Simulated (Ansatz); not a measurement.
**Trial structures of In2PtSe2: starts and ends**

Theory: Ansatz 0.2.0, DFT PBE, scalar-relativistic, plane waves, PAW. Settings: cutoff 420 eV, Γ-centred meshes spaced at most about 0.3 Å⁻¹, and about 0.25 Å⁻¹ or finer for metals (2π included), Gaussian smearing. No spin polarisation in the final relaxations.

Each guess was relaxed in cell and atoms at zero pressure, within the symmetry of its start. Temperature and zero-point effects are left out. Coordination counts Se atoms around In and Pt (those within 1.25 times the shortest such distance or 1.15 times the sum of covalent radii, 1.27 where that leaves under three; a plus sign parts nearer from farther groups; the shortest distance is added where it exceeds 1.18 times the sum of covalent radii).

| guess | made from | start group | V start (Å³/atom) | end group | V end (Å³/atom) | coordination at the end | gap on mesh (eV) | E over the lowest end (meV/atom) |
| --- | --- | --- | --- | --- | --- | --- | --- | --- |
| 1 | BaCd2As2 type | P-3m1 | 26.0 | P-3m1 | 24.6 | In 3 from 3.2 Å, Pt 6 | 0 | 83 |
| 2 | random cell | Immm | 26.2 | Immm | 26.1 | In 2+4 from 3.1 Å, Pt 4 | 0 | 0 |
| 3 | random cell | Cmmm | 27.8 | ? | ? | ? | ? | ? |
| 4 | random cell | P4mm | 29.1 | P4mm | 24.3 | In 1+1, Pt 4 | 0 | 198 |

Guess 3 as it starts:

```yaml
crystal:
  lattice:
    - [2.47727, -4.22443, 0.00000]
    - [2.47727, 4.22443, 0.00000]
    - [0.00000, 0.00000, 6.64227]
  atoms:
    - { symbol: In, position: [0.00000, 0.50000, 0.00000] }
    - { symbol: In, position: [0.50000, 0.00000, 0.00000] }
    - { symbol: Pt, position: [0.00000, 0.00000, 0.50000] }
    - { symbol: Se, position: [0.00000, 0.50000, 0.50000] }
    - { symbol: Se, position: [0.50000, 0.00000, 0.50000] }
```

Q: Fill in the missing row: what does this guess relax into, and where does it rank?

A: It ends in space group Cmmm (No. 65), with a = 5.847 Å, b = 8.197 Å, c = 5.954 Å, 28.5 Å³/atom and no gap. It lies 0.40 eV/atom over the lowest end, above guess 4 and so the highest of the set. Counting Se atoms around In and Pt, this end has In 2, Pt 4 and the lowest (guess 2) has In 2+4 from 3.1 Å, Pt 4.

```cif
data_structure
_symmetry_space_group_name_H-M 'P 1'
_symmetry_Int_Tables_number 1
_cell_length_a 5.0342
_cell_length_b 5.0342
_cell_length_c 5.9539
_cell_angle_alpha 90.000
_cell_angle_beta 90.000
_cell_angle_gamma 108.994
_cell_volume 142.67
loop_
_atom_site_label
_atom_site_type_symbol
_atom_site_fract_x
_atom_site_fract_y
_atom_site_fract_z
_atom_site_occupancy
In1 In 0.00000 0.50000 0.00000 1
In2 In 0.50000 0.00000 0.00000 1
Pt1 Pt 0.00000 0.00000 0.50000 1
Se1 Se 0.00000 0.50000 0.50000 1
Se2 Se 0.50000 0.00000 0.50000 1
```

Formation energies are uncorrected and refer to the elements' standard structures at the same level.

Q: Is the lowest end bound against the elements?

A: Yes: its formation energy is −0.27 eV/atom. Whether it is stable depends on the other phases of the system, which aren't compared here.

Spin–orbit coupling, which can matter for Pt, is left out. The reference form of Se is held partly by dispersion forces, which this level lacks. Cells relaxed within their symmetry can be saddle points. A lower structure may well exist outside this small set. Some types were kept out of the candidates beforehand, so the set may lack a known form.
